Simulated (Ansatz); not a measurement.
Put Zn₂SiN₂ in R-3m (No. 166): Zn on 6c; Si on 3b; N on 6c.

All numbers below come from DFT PBE, scalar-relativistic, plane waves, PAW in Ansatz 0.2.0. Cutoff 420 eV, Γ-centred mesh, Gaussian smearing, no spin polarisation.

Formation energies are uncorrected and refer to the elements' standard structures at the same level (N₂ as a molecule).

Question: Give the relaxed lattice parameters and positions.

Answer:

Space group R-3m:H (No. 166). a = 2.865 Å, b = 2.865 Å, c = 23.235 Å, α = 90.00°, β = 90.00°, γ = 120.00°
```tsv
atom	site	symmetry	x	y	z
Zn	6c	3m	0.0000	0.0000	0.7104
Si	3b	-3m	0.6667	0.3333	0.8333
N	6c	3m	0.3333	0.6667	0.8749
```

Around Zn lies 1 N at 1.89 Å; around Si lie 6 N at 1.91 Å; N is surrounded by 1 Zn at 1.89 Å and 3 Si at 1.91 Å. Another local minimum with the same sites may exist.

Question: And its energy and gap?

Answer: The formation energy is −0.22 eV/atom. The gap on the 18×18×18 mesh of the 5-atom cell is 0 eV (a metal). A negative formation energy is needed for stability but isn't enough: competing phases decide.

The last run used Gaussian smearing of 0.10 eV. The cell is a metal run without spin; a magnetic state may lie lower. A structure relaxed within its symmetry needn't be a true minimum.
